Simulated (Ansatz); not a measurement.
In the program Ansatz at the r²SCAN level (PAW), GaSb in the hexagonal phase (P6_422; Ga on 3c, Sb on 3d) relaxes to a = 4.364 Å, c = 9.511 Å. Against the elements it lies at -0.065 eV/atom, with no fitted shifts.

Electronic character: no gap, with almost no states at the Fermi level (zero-gap or semimetallic).

An equation-of-state fit gives a bulk modulus of 56.3 GPa. Bader charges are Ga +0.34, Sb -0.34 e.

The start of the workflow was typed in or built on a structure type; neither database checked (COD, Materials Project) lists it. It is not the phase usual at ambient conditions (space group No. 216). The cell was relaxed with r²SCAN under the symmetry of its start; whether a distortion lowers the energy is not shown. A small band overlap can be real or an error of a semilocal functional. The references are the lowest solids computed at this level, not always the standard phases. Spin–orbit coupling is left out wherever it is not named.

Potentials: the later of the program's two PAW sets.
